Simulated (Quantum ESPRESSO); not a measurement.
# Mg3FSClSe: finding a planted mistake in a log

A calculation, not a measurement. The program is pw.x of Quantum ESPRESSO 7.5 (plane-wave density functional theory). The cell is made up: 7 atoms on a wurtzite lattice with one site empty, with randomly drawn elements, strain and displacements, not relaxed. PseudoDojo standard norm-conserving files (v0.5 for PBE, v0.4.1 for LDA and PBEsol) set the functional; there is no spin polarisation, spin-orbit coupling or dispersion term, and the masses in the input are unused placeholders.

Intended input:

```
&control calculation='scf', pseudo_dir='./dojo.nc.sr.pbe.v0_5.standard.upf', outdir='./o', disk_io='medium', tprnfor=.true., tstress=.true. /
&system ibrav=0, nat=7, ntyp=5, nbnd=39, ecutwfc=85.99341389, nosym=.true., tot_charge=0,
 occupations='smearing', smearing='fd', degauss=0.0018374661
/
&electrons conv_thr=7.350e-09, electron_maxstep=60, /
ATOMIC_SPECIES
Cl 1.0 Cl.upf
F 1.0 F.upf
Mg 1.0 Mg.upf
S 1.0 S.upf
Se 1.0 Se.upf
CELL_PARAMETERS angstrom
3.8056 0.0146 -0.0199
0.0253 6.5548 0.0483
-0.0325 0.0455 6.1633
ATOMIC_POSITIONS angstrom
Mg -0.0576 -0.161 -0.0743
Mg 1.9322 3.06 0.1224
Mg -0.1643 4.124 3.2756
F 0.0649 -0.0278 2.1612
S 2.0234 3.3515 2.3394
Cl 1.9852 1.343 5.3398
Se 0.0156 4.4495 5.3702
K_POINTS automatic
5 4 4 1 1 1
```

The log is shortened where brackets say so; the opening notice, blank lines, dates and the lines on written files are dropped, and the path of the files is cut. It prints rydbergs, bohrs and kilobars, and counts compression as positive stress. Where no state is partly filled, the Fermi energy that it prints is only some level between the filled and the empty states on the mesh, and need not lie in the true gap.

Log of the intended run:

```
     Program PWSCF v.7.5
     Parallel version (MPI & OpenMP), running on       1 processor cores
     Number of MPI processes:                 1
     Threads/MPI process:                     1
     [start-up lines left out]
     bravais-lattice index     =            0
     lattice parameter (alat)  =       7.1917  a.u.
     unit-cell volume          =    1037.4098 (a.u.)^3
     number of atoms/cell      =            7
     number of atomic types    =            5
     number of electrons       =        66.00
     number of Kohn-Sham states=           39
     kinetic-energy cutoff     =      85.9934  Ry
     charge density cutoff     =     343.9737  Ry
     scf convergence threshold =      7.3E-09
     mixing beta               =       0.7000
     number of iterations used =            8  plain     mixing
     Exchange-correlation= PBE
                           (   1   4   3   4   0   0   0)
     [axes and pseudopotential details left out]
   Cartesian axes
     site n.     atom                  positions (alat units)
         1        Mg     tau(   1) = (  -0.0151353  -0.0423052  -0.0195234  )
         2        Mg     tau(   2) = (   0.5077148   0.8040613   0.0321625  )
         3        Mg     tau(   3) = (  -0.0431723   1.0836434   0.8607135  )
         4        F      tau(   4) = (   0.0170535  -0.0073049   0.5678880  )
         5        S      tau(   5) = (   0.5316790   0.8806573   0.6147127  )
         6        Cl     tau(   6) = (   0.5216413   0.3528936   1.4031132  )
         7        Se     tau(   7) = (   0.0040991   1.1691734   1.4111013  )
     number of k points=    40  Fermi-Dirac smearing, width (Ry)=  0.0018
                       cart. coord. in units 2pi/alat
        k(    1) = (   0.1001309   0.0716191   0.0771836), wk =   0.0500000
        k(    2) = (   0.1009426   0.0704784   0.2315649), wk =   0.0500000
     [further k points left out]
     Dense  grid:   111783 G-vectors     FFT dimensions: (  45,  75,  72)
     Estimated max dynamical RAM per process >     145.55 MB
     Initial potential from superposition of free atoms
     starting charge      65.9975, renormalised to      66.0000
     Starting wfcs are   36 randomized atomic wfcs +    3 random wfcs
     total cpu time spent up to now is       17.3 secs
     per-process dynamical memory:   104.8 Mb
     Self-consistent Calculation
     iteration #  1     ecut=    85.99 Ry     beta= 0.70
     Davidson diagonalization with overlap
     ethr =  1.00E-02,  avg # of iterations =  6.5
     total cpu time spent up to now is       71.3 secs
     total energy              =    -703.08681987 Ry
     estimated scf accuracy    <       0.70606411 Ry
     iteration #  2     ecut=    85.99 Ry     beta= 0.70
     Davidson diagonalization with overlap
     ethr =  1.07E-03,  avg # of iterations =  4.8
     total cpu time spent up to now is      117.0 secs
     total energy              =    -703.14374177 Ry
     estimated scf accuracy    <       0.72342317 Ry
     [iterations 3 to 9 left out]
     iteration # 10     ecut=    85.99 Ry     beta= 0.70
     Davidson diagonalization with overlap
     ethr =  2.92E-11,  avg # of iterations =  4.0
     total cpu time spent up to now is      446.0 secs
     total energy              =    -703.34419119 Ry
     estimated scf accuracy    <       0.00000002 Ry
     iteration # 11     ecut=    85.99 Ry     beta= 0.70
     Davidson diagonalization with overlap
     ethr =  2.67E-11,  avg # of iterations =  2.0
     total cpu time spent up to now is      492.5 secs
     End of self-consistent calculation
     [lines on levels left out]
     the Fermi energy is     6.3006 ev
!    total energy              =    -703.34419119 Ry
     estimated scf accuracy    <          7.2E-10 Ry
     smearing contrib. (-TS)   =      -0.00000000 Ry
     internal energy E=F+TS    =    -703.34419119 Ry
     The total energy is F=E-TS. E is the sum of the following terms:
     one-electron contribution =    -565.69746562 Ry
     hartree contribution      =     285.68529645 Ry
     xc contribution           =    -123.00081111 Ry
     ewald contribution        =    -300.33121091 Ry
     convergence has been achieved in  11 iterations
     Forces acting on atoms (cartesian axes, Ry/au):
     atom    1 type  3   force =     0.01345971    0.14460597    0.15359160
     atom    2 type  3   force =    -0.00268676    0.15979290    0.08293127
     atom    3 type  3   force =     0.14984315    0.07287299   -0.14222409
     atom    4 type  2   force =    -0.00620933   -0.02927830   -0.06678166
     atom    5 type  4   force =    -0.16098795   -0.07015526   -0.03772358
     atom    6 type  1   force =    -0.01123113   -0.17763962   -0.09465741
     atom    7 type  5   force =     0.01781231   -0.10019868    0.10486387
     Total force =     0.474031     Total SCF correction =     0.000107
     Computing stress (Cartesian axis) and pressure
          total   stress  (Ry/bohr**3)                   (kbar)     P=      151.03
   0.00078441   0.00012885   0.00032935          115.39       18.95       48.45
   0.00012885   0.00131387   0.00076783           18.95      193.28      112.95
   0.00032935   0.00076783   0.00098172           48.45      112.95      144.42
     init_run     :     16.46s CPU     17.07s WALL (       1 calls)
     electrons    :    457.70s CPU    475.30s WALL (       1 calls)
     forces       :      6.39s CPU      6.50s WALL (       1 calls)
     stress       :     22.68s CPU     22.86s WALL (       1 calls)
     [timing details left out]
     PWSCF        :   8m23.60s CPU   8m42.36s WALL
     JOB DONE.
```

A second run was made from an input with one planted mistake. Its log:

```
     Program PWSCF v.7.5
     Parallel version (MPI & OpenMP), running on       1 processor cores
     Number of MPI processes:                 1
     Threads/MPI process:                     1
     [start-up lines left out]
     bravais-lattice index     =            0
     lattice parameter (alat)  =       7.1917  a.u.
     unit-cell volume          =    1037.4098 (a.u.)^3
     number of atoms/cell      =            7
     number of atomic types    =            5
     number of electrons       =        66.00
     number of Kohn-Sham states=           39
     kinetic-energy cutoff     =      85.9934  Ry
     charge density cutoff     =     343.9737  Ry
     scf convergence threshold =      7.3E-09
     mixing beta               =       0.7000
     number of iterations used =            8  plain     mixing
     Exchange-correlation= SLA  PW   NOGX NOGC
                           (   1   4   0   0   0   0   0)
     [axes and pseudopotential details left out]
   Cartesian axes
     site n.     atom                  positions (alat units)
         1        Mg     tau(   1) = (  -0.0151353  -0.0423052  -0.0195234  )
         2        Mg     tau(   2) = (   0.5077148   0.8040613   0.0321625  )
         3        Mg     tau(   3) = (  -0.0431723   1.0836434   0.8607135  )
         4        F      tau(   4) = (   0.0170535  -0.0073049   0.5678880  )
         5        S      tau(   5) = (   0.5316790   0.8806573   0.6147127  )
         6        Cl     tau(   6) = (   0.5216413   0.3528936   1.4031132  )
         7        Se     tau(   7) = (   0.0040991   1.1691734   1.4111013  )
     number of k points=    40  Fermi-Dirac smearing, width (Ry)=  0.0018
                       cart. coord. in units 2pi/alat
        k(    1) = (   0.1001309   0.0716191   0.0771836), wk =   0.0500000
        k(    2) = (   0.1009426   0.0704784   0.2315649), wk =   0.0500000
     [further k points left out]
     Dense  grid:   111783 G-vectors     FFT dimensions: (  45,  75,  72)
     Estimated max dynamical RAM per process >     145.55 MB
     Initial potential from superposition of free atoms
     starting charge      65.9977, renormalised to      66.0000
     Starting wfcs are   36 randomized atomic wfcs +    3 random wfcs
     total cpu time spent up to now is       11.2 secs
     per-process dynamical memory:    87.7 Mb
     Self-consistent Calculation
     iteration #  1     ecut=    85.99 Ry     beta= 0.70
     Davidson diagonalization with overlap
     ethr =  1.00E-02,  avg # of iterations =  6.5
     total cpu time spent up to now is       54.8 secs
     total energy              =    -702.25186004 Ry
     estimated scf accuracy    <       0.67953493 Ry
     iteration #  2     ecut=    85.99 Ry     beta= 0.70
     Davidson diagonalization with overlap
     ethr =  1.03E-03,  avg # of iterations =  4.7
     total cpu time spent up to now is       86.9 secs
     total energy              =    -702.30152514 Ry
     estimated scf accuracy    <       0.75339304 Ry
     [iterations 3 to 9 left out]
     iteration # 10     ecut=    85.99 Ry     beta= 0.70
     Davidson diagonalization with overlap
     ethr =  3.67E-11,  avg # of iterations =  4.0
     total cpu time spent up to now is      347.9 secs
     total energy              =    -702.50627167 Ry
     estimated scf accuracy    <          9.2E-09 Ry
     iteration # 11     ecut=    85.99 Ry     beta= 0.70
     Davidson diagonalization with overlap
     ethr =  1.40E-11,  avg # of iterations =  2.0
     total cpu time spent up to now is      384.8 secs
     End of self-consistent calculation
     [lines on levels left out]
     the Fermi energy is     4.5776 ev
!    total energy              =    -702.50627168 Ry
     estimated scf accuracy    <          5.7E-10 Ry
     smearing contrib. (-TS)   =       0.00000000 Ry
     internal energy E=F+TS    =    -702.50627168 Ry
     The total energy is F=E-TS. E is the sum of the following terms:
     one-electron contribution =    -566.56453809 Ry
     hartree contribution      =     284.87667166 Ry
     xc contribution           =    -120.48719433 Ry
     ewald contribution        =    -300.33121091 Ry
     convergence has been achieved in  11 iterations
     Forces acting on atoms (cartesian axes, Ry/au):
     atom    1 type  3   force =     0.01264374    0.13761226    0.15130310
     atom    2 type  3   force =    -0.00249593    0.15387316    0.07948518
     atom    3 type  3   force =     0.14431138    0.07047584   -0.13594021
     atom    4 type  2   force =    -0.00678724   -0.03232524   -0.07149482
     atom    5 type  4   force =    -0.15420261   -0.06444303   -0.03707042
     atom    6 type  1   force =    -0.00980021   -0.16752856   -0.08635064
     atom    7 type  5   force =     0.01633087   -0.09766442    0.10006780
     Total force =     0.455201     Total SCF correction =     0.000069
     Computing stress (Cartesian axis) and pressure
          total   stress  (Ry/bohr**3)                   (kbar)     P=      113.17
   0.00055277   0.00012637   0.00031057           81.31       18.59       45.69
   0.00012637   0.00104600   0.00072921           18.59      153.87      107.27
   0.00031057   0.00072921   0.00070909           45.69      107.27      104.31
     init_run     :      9.73s CPU     11.02s WALL (       1 calls)
     electrons    :    357.72s CPU    373.68s WALL (       1 calls)
     forces       :      4.46s CPU      4.58s WALL (       1 calls)
     stress       :     19.70s CPU     19.90s WALL (       1 calls)
     [timing details left out]
     PWSCF        :   6m31.98s CPU   6m49.84s WALL
     JOB DONE.
```

Question: what was wrong in the second input?

Answer: the files are those of another functional. The input lines that differ, file-writing options aside:

```
- &control calculation='scf', pseudo_dir='./dojo.nc.sr.pbe.v0_5.standard.upf', outdir='./o', disk_io='medium', tprnfor=.true., tstress=.true. /
+ &control calculation='scf', pseudo_dir='./dojo.nc.sr.lda.v0_4_1.standard.upf', outdir='./o', disk_io='medium', tprnfor=.true., tstress=.true. /
```

|  | intended run | run with the mistake |
| --- | --- | --- |
| free energy (eV) | -9569.485 | -9558.085 |
| smearing term -TS (eV) | 0.0000 | 0.0000 |
| pressure (GPa) | 15.10 | 11.32 |
| largest force component (eV/Å) | 4.567 | 4.307 |
| largest change of a force component (eV/Å) |  | 0.260 |
| iterations | 11 | 11 |

For scale, a rerun of the intended cell at 1467 eV and a 7 x 6 x 6 mesh moved values by no more than 0.002 eV in energy, 0.04 GPa in stress and 0.009 eV/Å in force. Files of another functional have another zero of energy, so the energy change says nothing on stability.